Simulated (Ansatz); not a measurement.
A 2-atom cell of MgS started from a crystallographic database, relaxed with r2SCAN, was run in the plane-wave code Ansatz under altered settings. All numbers are computed, without spin polarisation but where a row says otherwise.

```yaml
crystal:
  lattice:
    - [0.00000, 2.60152, 2.60152]
    - [2.60152, 0.00000, 2.60152]
    - [2.60152, 2.60152, 0.00000]
  atoms:
    - { symbol: Mg, position: [0.00000, 0.00000, 0.00000] }
    - { symbol: S, position: [0.50000, 0.50000, 0.50000] }
```

The base run's other keys:
```yaml
kpoints:
  mp_grid: { grid: [4, 4, 4] }
hamiltonian:
  xc: hse06
scf:
  occupations: { method: fixed }
  n_extra_bands: 4
```

It takes 10 iterations with 701 plane waves at 420 eV and 8 k points, and leaves a mean stress of -0.06 GPa. The gap over this mesh is 3.800 eV. It ran on 4 threads of Arm Neoverse N1, with other jobs on the host.

Outcomes, with energy and stress as changes against the base:
```tsv
setting	outcome	ΔF (meV/atom)	Δ mean stress (GPa)	gap on the mesh (eV)	iterations	wall time
PBE hybrid, exx coeff 0.2, omega 0.5 1/Å	converged	–	+0.7	3.166	9	4.4 s
PBE hybrid, exx coeff 1.0, omega 0.5 1/Å	converged	–	-2.6	4.862	16	5.3 s
PBE hybrid, exx coeff 1.0, unscreened	converged	–	-4.1	10.187	18	5.4 s
PBE hybrid, exx coeff 0.4, omega 0.3 1/Å	converged	–	-0.7	4.090	14	4.9 s
scf.mixing.preconditioner: none	converged	0.0	0.0	3.800	10	4.4 s
```
A dash marks a value that wasn't obtained or can't be compared. Stress is positive in compression. The base took 4.3 s.

- PBE hybrid, exx coeff 0.2, omega 0.5 1/Å. That is 20 % exact exchange, screened with ω = 0.5 1/Å, against HSE06's 25 % screened at 0.208 1/Å. The mean stress moves by +0.7 GPa and the gap on the mesh by -0.635 eV (to 3.166). Totals of different functionals aren't comparable.
- PBE hybrid, exx coeff 1.0, omega 0.5 1/Å. That is 100 % exact exchange, screened with ω = 0.5 1/Å, against HSE06's 25 % screened at 0.208 1/Å. The mean stress moves by -2.6 GPa and the gap on the mesh by +1.061 eV (to 4.862). Totals of different functionals aren't comparable.
- PBE hybrid, exx coeff 1.0, unscreened. That is 100 % exact exchange, at all ranges, against HSE06's 25 % screened at 0.208 1/Å. The mean stress moves by -4.1 GPa and the gap on the mesh by +6.386 eV (to 10.187). Totals of different functionals aren't comparable.
- PBE hybrid, exx coeff 0.4, omega 0.3 1/Å. That is 40 % exact exchange, screened with ω = 0.3 1/Å, against HSE06's 25 % screened at 0.208 1/Å. The mean stress moves by -0.7 GPa and the gap on the mesh by +0.290 eV (to 4.090). Totals of different functionals aren't comparable.

Within 1 meV an atom, 0.1 GPa and 0.005 eV of the base stay: scf.mixing.preconditioner: none.

The stress of a hybrid is loosely converged in these runs.

The meshes of the hybrids are coarse, so their gaps aren't converged to the digits shown.
